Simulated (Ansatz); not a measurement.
Cu (fcc (Cu type), Fm-3m) under volume change, DFT-LDA in the program Ansatz with PAW potentials, scaled uniformly.

```csv
V (Å³/atom),E − E(relaxed) (meV/atom),P (GPa)
9.905,?,?
10.232,?,?
10.558,6.1,6.19
10.885,0.0,0.00
11.211,5.4,-5.17
11.538,20.5,-9.48
11.864,43.6,-13.07
```

Q: What belongs in the gaps?

A: 
- 10.232, E − E(relaxed) (meV/atom): 26.0
- 10.232, P (GPa): 13.59
- 9.905, E − E(relaxed) (meV/atom): 62.5
- 9.905, P (GPa): 22.46

Q: What does a third-order Birch–Murnaghan fit give for V₀, B₀ and B′?

A: V₀ = 10.88 Å³/atom, B₀ = 188 GPa, B′ = 5.0.

Symmetry was held in the LDA relaxation. The run is not spin-polarised.

Potentials: the earlier of the program's two PAW sets.
